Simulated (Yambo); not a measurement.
Yambo run on AgI (zinc blende, space group F-43m, No. 216). The wavefunctions are LDA (pw.x of Quantum ESPRESSO, ONCV potentials, no spin-orbit coupling) ones on a 4×4×4 mesh (13 occupied bands); a = b = c = 4.486 Å, α = β = γ = 60.00°.

Yambo input:

```
rim_cut
gw0
dyson
el_el_corr
HF_and_locXC
cohsex
em1s
RandQpts= 1000000
RandGvec= 1 Ry
EXXRLvcs= 86 Ry
VXCRLvcs= 344 Ry
Chimod= "HARTREE"
% BndsRnXs
 5 | 129 |
%
NGsBlkXs= 8 Ry
% LongDrXs
 1.0 | 1.0 | 1.0 |
%
ExtendOut
% QPkrange
 1 | 1 | 13 | 14 |
%
```

k points by index: 1 = Γ.

The o-*.qp file then holds:

```
#    K-point    Band    Eo [eV]    E [eV]    E-Eo [eV]    Vxc [eV]    Vnlxc [eV]    Sc|Eo [eV]    Re(Z)    Im(Z)
#
    1    13    0.000000    -2.647682    -2.647682    -17.25453    -20.64520    0.742985    1.000000    0.000000
    1    14    1.054404    0.168927    -0.885477    -9.856072    -5.577306    -5.164243    1.000000    0.000000
```
(The two width columns are left out.) Convergence of these settings isn't established.

Geometry relaxed with LDA.
